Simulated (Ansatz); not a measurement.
Relaxed-ion elastic tensor of CaF₂ in space group P6_3/mmc (No. 194; Ca on 2c, F on 4f) in GPa (Voigt order), plane-wave PAW PBEsol (Ansatz code); density 3.16 g/cm³, 13.66 Å³ per atom.

```
92.3  61.2  65.7   0.0   0.0   0.0
61.2  92.3  65.7   0.0   0.0   0.0
65.7  65.7   120   0.0   0.0   0.0
 0.0   0.0   0.0  -1.0   0.0   0.0
 0.0   0.0   0.0   0.0  -1.0   0.0
 0.0   0.0   0.0   0.0   0.0  15.5
```

Task: Is the crystal mechanically stable?

Result: On the edge, within the error: the smallest eigenvalue of C is -1.0 GPa.

The start of the workflow was typed in or built on a structure type; neither database checked (COD, Materials Project) lists it. It is not the phase usual at ambient conditions (space group No. 225). Symmetry was held in the PBEsol relaxation; phonons show weakly imaginary modes.

Potentials: the earlier of the program's two PAW sets. The files were generated under PBE; for other functionals the program regenerates the frozen cores, and for LDA and PBEsol the local potential too.
